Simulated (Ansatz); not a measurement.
Values for one crystal, relaxed and computed with r²SCAN (plane waves, PAW; program Ansatz); other levels are named.

```yaml
volume_per_atom: 16.19 Å³
electronic_character: metallic (no gap)
Bulk modulus (Birch–Murnaghan fit): 179 GPa
Formation energy from the elements (no fitted shifts): -0.44 eV/atom
Pressure derivative B′: 5.4
Density of states at the Fermi level: 0.37 states/eV per atom (mean over ±0.08 eV)
```

Pick the material that matches.
(A) TbAl2Ge2, P-3m1 (Tb on 1a, Al on 2d, Ge on 2d)
(B) NiGe, Pnma (Ni on 4c, Ge on 4c)
(C) Ge2Pt3, Cmcm (Ge on 4b, Ge on 4c, Pt on 4c, Pt on 8f)
(D) TiGeSb, P4/nmm (Ti on 2c, Ge on 2a, Sb on 2c)

C, Ge2Pt3, Cmcm (Ge on 4b, Ge on 4c, Pt on 4c, Pt on 8f)

The workflow started from a Materials Project entry (that database holds measured and hypothetical structures alike); the Crystallography Open Database copy checked does not list it. COD files the formula under space group No. 62, so this cell is another polymorph or a model. Whether it is the stable phase at ambient conditions was not checked. Symmetry was held in the r²SCAN relaxation; whether a distortion lowers the energy is not shown. No spin polarisation was allowed. The references are the lowest solids computed at this level, not always the standard phases. Scalar-relativistic: spin–orbit coupling is off unless named, which matters more the heavier the elements.

Potentials: the later of the program's two PAW sets.
